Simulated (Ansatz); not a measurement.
Input:

Relaxed Pt (fcc, Cu type):

```
CELL_PARAMETERS angstrom
      3.91826     0.00000     0.00000
      0.00000     3.91826     0.00000
      0.00000     0.00000     3.91826
ATOMIC_POSITIONS crystal
  Pt 0.00000 0.00000 0.00000
  Pt 0.50000 0.50000 0.00000
  Pt 0.50000 0.00000 0.50000
  Pt 0.00000 0.50000 0.50000
```

In this cell atom 4 (Pt, nearest neighbour Pt at 2.771 Å; its periodic images, 3.9 Å or more away, move with it) is moved by s along Cartesian z, unit vector (0.000, 0.000, 1.000); all other atoms and the cell stay fixed.

The numbers are results of PBEsol (plane waves to 420 eV, PAW, scalar-relativistic; Ansatz, a program for electronic structure), not measurements. k mesh 10×10×10 (Γ-centred), Fermi-Dirac smearing 0.05 eV. E stands for the smeared free energy. With partly filled bands, energies and forces of such displacements shift with the k mesh and the smearing. Pt is run without spin polarisation. Pt was relaxed with its symmetry unable to fall. Spin-orbit coupling is left out, though Pt is heavy. The zero of ΔE is the undisplaced structure.

The scan covers s from -0.830 to 0.830 Å in 11 points.

Is the energy the same for equal positive and negative displacements?

Even: the same for both signs. With its periodic images moving along, the atom's site symmetry in this cell is m-3m.

What force acts on the atom along the line at s = -0.830 Å?

12.6 eV/Å.

What is the force constant k = d²E/ds² of this move at s = 0?

12.9 eV/Å².

(A displaced cell: forces are minus the slopes of the energy, force constants its curvatures, and phonons follow from these.)
